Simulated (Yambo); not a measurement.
CdZnS2 (space group P-4m2, No. 115), G0W0@PBEsol in Yambo with this input:

```
rim_cut
gw0
dyson
el_el_corr
HF_and_locXC
ppa
em1d
RandQpts= 1000000
RandGvec= 1 Ry
EXXRLvcs= 102 Ry
VXCRLvcs= 408 Ry
Chimod= "HARTREE"
% BndsRnXp
 17 | 214 |
%
NGsBlkXp= 6 Ry
% LongDrXp
 1.0 | 1.0 | 1.0 |
%
PPAPntXp= 27.2114 eV
% GbndRnge
 1 | 214 |
%
GTermKind= "BG"
DysSolver= "n"
ExtendOut
```

On a 4×4×2 mesh, with wavefunctions cut at 102 Ry, the gap (Γ → Γ) is 2.583 eV and the valence edge shifts by -0.707 eV.

Task: What happens with this change: 116 bands in W?

Result: The gap rises by 0.100 eV, to 2.683 eV; the shift of the valence edge becomes -0.600 eV. Neither run is shown to be the converged limit.

Spin-orbit coupling is included.

Geometry relaxed with PBEsol; primitive cell a = 3.9281 Å, b = 3.9281 Å, c = 5.6524 Å, α = 90.00°, β = 90.00°, γ = 90.00°.

The structure is a Materials Project entry; no match was found in the copy of COD used, and its stability was not checked.

A shift is the quasiparticle energy of the state minus its PBEsol energy.
